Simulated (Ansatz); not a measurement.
Relaxed-ion elastic tensor of GaN (wurtzite, space group No. 186) in GPa (Voigt order), plane-wave PAW PBEsol (Ansatz code); density 6.11 g/cm³, 11.37 Å³ per atom.

```
 344   128  92.8   0.0   0.0   0.0
 128   344  92.8   0.0   0.0   0.0
92.8  92.8   382   0.0   0.0   0.0
 0.0   0.0   0.0  91.6   0.0   0.0
 0.0   0.0   0.0   0.0  91.6   0.0
 0.0   0.0   0.0   0.0   0.0   108
```

Problem. Is the crystal mechanically stable?

Solution. Yes: the smallest eigenvalue of C is 91.6 GPa.

Problem. Work out the Voigt, Reuss and Hill averages.

Solution. K_V = 189, K_R = 189, K_H = 189; G_V = 109, G_R = 106, G_H = 107 GPa.

Problem. Give Young's modulus, Poisson's ratio, Pugh's ratio and the universal anisotropy index.

Solution. E = 9KG/(3K + G) = 270 GPa; ν = 0.26; K/G = 1.76 (near the Pugh limit of 1.75, no verdict); A_U = 5G_V/G_R + K_V/K_R − 6 = 0.14.

Problem. Estimate the sound speeds and the Debye temperature.

Solution. v_l = √((K + 4G/3)/ρ) = 7370 m/s, v_t = √(G/ρ) = 4190 m/s, mean 4660 m/s; Θ = (h/k)(3n/4πV)^(1/3) v_m = 616 K.

Problem. How much does each axis shrink under pressure?

Solution. Linear compressibilities β_i = Σ_j S_ij (j = 1 to 3): x 1.8, y 1.8, z 1.8 per TPa.

Space group P6_3mc (wurtzite). The cell was relaxed with PBEsol under the symmetry of its start.

Potentials: the later of the program's two PAW sets.
